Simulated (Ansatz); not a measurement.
Si2W:
```xyz
3
Lattice="-1.5929 1.5929 3.8862 1.5929 -1.5929 3.8862 1.5929 1.5929 -3.8862" Properties=species:S:1:pos:R:3 pbc="T T T"
Si     0.0000     0.0000     2.6014
Si     0.0000     0.0000     5.1711
W      0.0000     0.0000     0.0000
```

Relaxed with LDA.

Decompose the optical modes at the zone centre into irreducible representations, and say which are infrared and Raman allowed.

Point group 4/mmm: Γ_opt = A1g + A2u + Eg + Eu. Infrared: A2u, Eu. Raman: A1g, Eg.

Assign frequencies (DFPT, DFT-LDA in the program Ansatz with PAW potentials).

Eu 264, A2u 307, Eg 341, A1g 451 cm⁻¹.

Space group I4/mmm (MoSi2 or CaC2 type). The cell was relaxed with LDA under the symmetry of its start. No spin polarisation was allowed. As this level gives no gap, phonon frequencies hold no LO–TO term and depend on the k-mesh and smearing (Fermi–Dirac, 0.1 eV here). Spin–orbit coupling is left out wherever it is not named.

Potentials: the earlier of the program's two PAW sets. The files were generated under PBE; for other functionals the program regenerates the frozen cores, and for LDA and PBEsol the local potential too.
